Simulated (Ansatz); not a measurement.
# Property card for SiC

SiC:
```cif
data_C2Si2
_chemical_formula_sum 'Si2 C2'
_space_group_name_H-M_alt 'P 1'
_space_group_IT_number 1
_cell_length_a 3.12757
_cell_length_b 3.12757
_cell_length_c 4.97926
_cell_angle_alpha 90.000
_cell_angle_beta 90.000
_cell_angle_gamma 120.000
loop_
_space_group_symop_operation_xyz
  'x, y, z'
loop_
_atom_site_label
_atom_site_type_symbol
_atom_site_fract_x
_atom_site_fract_y
_atom_site_fract_z
_atom_site_occupancy
Si1 Si 0.33333 0.66667 0.25000 1
Si2 Si 0.66667 0.33333 0.75000 1
C1 C 0.33333 0.66667 0.75000 1
C2 C 0.66667 0.33333 0.25000 1
```

Space group P6_3/mmc (No. 194); conventional cell a = b = 3.128 Å, c = 4.979 Å, α = β = 90.00°, γ = 120.00°.

Method: r²SCAN+D4 (plane waves, PAW; program Ansatz). The cell and atoms are relaxed at this level. Other levels are named where they apply.

Cell and energy:

* **Volume per atom**: 10.55 Å³
* **Density**: 3.16 g/cm³
* **Formation energy from the elements (no fitted shifts)**: 0.16 eV/atom

Electronic structure:

- Band gap: 0.33 eV (indirect)
- Valence-band maximum: at Γ
- Conduction-band minimum: at M (3 equivalent valleys)
- Smallest direct gap on the standard path: 2.18 eV
- Electron effective mass: 0.15, 0.94, 0.94 mₑ (principal values)
- Weight of the conduction-edge state by species (Voronoi cells): Si 63 %, C 37 %
- Hole effective mass: 0.12, 2.3, 2.3 mₑ (principal values)
- Weight of the valence-edge state by species (Voronoi cells): C 90 %, Si 10 %
- HSE06 gap on the r²SCAN+D4 cell: 0.78 eV

Charges:

Bader charges: Si +2.84, C -2.84 e

The start of the workflow was typed in or built on a structure type; neither database checked (COD, Materials Project) lists it. It is not the phase usual at ambient conditions (space group No. 186, 216). The cell was relaxed with r²SCAN+D4 under the symmetry of its start; its stability against distortions is not shown here. The volume moved by -46 % from the start of the relaxation. Its formation energy is positive at this level, so the cell may be metastable or incomplete. The references are the lowest solids computed at this level, not always the standard phases.

Potentials: the later of the program's two PAW sets.
